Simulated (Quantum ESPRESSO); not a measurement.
HfRu6Pd, a guest atom moved from site to site

Simulated, not a measurement. The program is pw.x of Quantum ESPRESSO 7.5 (plane-wave density functional theory). The cell is made up: eight metal atoms on a hexagonal close-packed lattice, with elements, volume, strain and displacements drawn at random and not relaxed, so it may be unstable or far from any real phase. PseudoDojo standard norm-conserving files set the functional (PBE unless stated); there is no spin polarisation or spin-orbit coupling, the Fermi-Dirac width of 0.25 eV means electrons at about 2900 K, and the masses in the input are unused placeholders. Heavy elements are run without spin-orbit coupling, which real alloys of them have. A spin test at this wide smearing found no moment, but such smearing suppresses magnetism that the real alloy may have.

The runs move one Hf atom among sites that otherwise hold Ru. Cell, positions, cutoff, mesh and smearing stay as in the input of run 1; sites are counted in its order. Stress in the tables is positive in tension.

Input of run 1:

```
&control calculation='scf', pseudo_dir='./dojo.nc.sr.pbe.v0_5.standard.upf', outdir='./o', disk_io='minimal', tprnfor=.true., tstress=.true. /
&system ibrav=0, nat=8, ntyp=3, nbnd=81, ecutwfc=84.00895049, nosym=.true., tot_charge=0,
 occupations='smearing', smearing='fd', degauss=0.0183746611
/
&electrons conv_thr=1.470e-08, electron_maxstep=70, mixing_beta=0.5 /
ATOMIC_SPECIES
Hf 1.0 Hf.upf
Pd 1.0 Pd.upf
Ru 1.0 Ru.upf
CELL_PARAMETERS angstrom
-2.7571 -0.0469 -0.0041
0.0747 4.6209 -4.4021
-0.0879 -4.6963 -4.4833
ATOMIC_POSITIONS angstrom
Hf -0.024 -0.0557 -0.0337
Ru -0.1444 1.4882 -2.2038
Ru -0.0061 -0.0243 -4.428
Ru 0.1352 1.4254 -6.6449
Ru -1.3628 -0.862 -2.2949
Ru -1.3441 -2.4294 -4.5326
Ru -1.4382 -0.851 -6.7211
Pd -1.4641 2.1687 -4.3798
K_POINTS automatic
8 4 4 1 1 1
```

| run | elements on sites 1 to 8 | free energy less that of run 1 (eV) | -TS (eV) | pressure (GPa) | stress xx (GPa) | stress yy (GPa) | stress zz (GPa) | stress yz (GPa) | stress xz (GPa) | stress xy (GPa) | iterations |
| --- | --- | --- | --- | --- | --- | --- | --- | --- | --- | --- | --- |
| 1 | Hf Ru Ru Ru Ru Ru Ru Pd | 0.000 | -1.756 | 13.10 | -13.93 | -18.67 | -6.71 | 1.66 | 0.76 | 4.96 | 23 |
| 2 | Ru Ru Hf Ru Ru Ru Ru Pd | 0.008 | -1.722 | 13.44 | -14.43 | -18.74 | -7.13 | 0.68 | 1.41 | 5.48 | 23 |
| 3 | Ru Ru Ru Hf Ru Ru Ru Pd | -0.204 | -1.680 | 12.54 | -13.82 | -17.25 | -6.55 | 1.27 | 1.05 | 3.71 | 23 |
| 4 | Ru Ru Ru Ru Hf Ru Ru Pd | 0.080 | -1.794 | 13.37 | -15.37 | -17.89 | -6.84 | 1.08 | 1.13 | 5.56 | 26 |
| 5 | Ru Ru Ru Ru Ru Hf Ru Pd | 0.119 | -1.851 | 13.59 | -13.34 | -19.28 | -8.16 | 1.02 | 0.30 | 4.87 | 24 |
| 6 | Ru Ru Ru Ru Ru Ru Hf Pd | 0.074 | -1.776 | 13.27 | -14.79 | -17.66 | -7.35 | 1.24 | 0.69 | 4.49 | 23 |

Forces Fx Fy Fz (eV/Å):

| site | run 1 | run 2 | run 3 | run 4 | run 5 | run 6 |
| --- | --- | --- | --- | --- | --- | --- |
| 1 | -0.09 -0.08 -0.10 | 0.05 1.03 -0.11 | -0.06 0.26 -0.70 | -0.03 0.87 1.13 | -0.01 -0.76 -0.02 | 0.15 0.78 -1.47 |
| 2 | 1.54 0.22 -0.05 | 1.48 0.13 1.70 | 1.67 -0.45 0.87 | 1.48 1.08 0.41 | 1.14 -0.37 -0.55 | 1.46 -1.09 0.71 |
| 3 | -0.13 -1.83 -0.26 | -0.23 -1.41 -0.38 | -0.36 -2.35 0.63 | -0.29 -1.25 -1.49 | -0.19 -0.63 -0.16 | -0.11 -1.32 0.80 |
| 4 | -1.00 1.26 -0.48 | -0.97 0.99 -2.15 | -0.58 0.99 -0.56 | -1.07 -0.30 -1.20 | -1.09 0.54 0.16 | -1.01 2.02 -0.75 |
| 5 | -0.35 -0.49 -1.17 | -0.32 -0.36 1.50 | -0.28 1.18 0.10 | -0.14 -0.39 0.75 | -0.33 0.05 0.78 | -0.40 -0.34 0.00 |
| 6 | -0.97 1.25 0.68 | -1.06 -1.45 0.69 | -1.21 0.40 -0.56 | -0.98 -0.19 -0.03 | -0.59 -0.01 0.79 | -0.96 -0.22 1.55 |
| 7 | 0.47 -0.68 2.00 | 0.56 -0.65 -0.70 | 0.27 -1.37 0.20 | 0.52 -0.59 0.63 | 0.47 0.00 -0.41 | 0.32 -0.53 0.13 |
| 8 | 0.52 0.34 -0.62 | 0.48 1.73 -0.55 | 0.56 1.33 0.02 | 0.51 0.76 -0.20 | 0.61 1.19 -0.58 | 0.54 0.71 -0.98 |

The sites are displaced and not relaxed, so the energy differences mix bonding between neighbours with strain and are not ordering energies. A rerun of one cell of this series at a higher cutoff and on a denser mesh moved values by no more than 0.012 eV in energy, 0.25 GPa in stress and 0.010 eV/Å in force, and a second program with other atomic files agreed on that cell to 2 % rms in force and 0.5 GPa in pressure.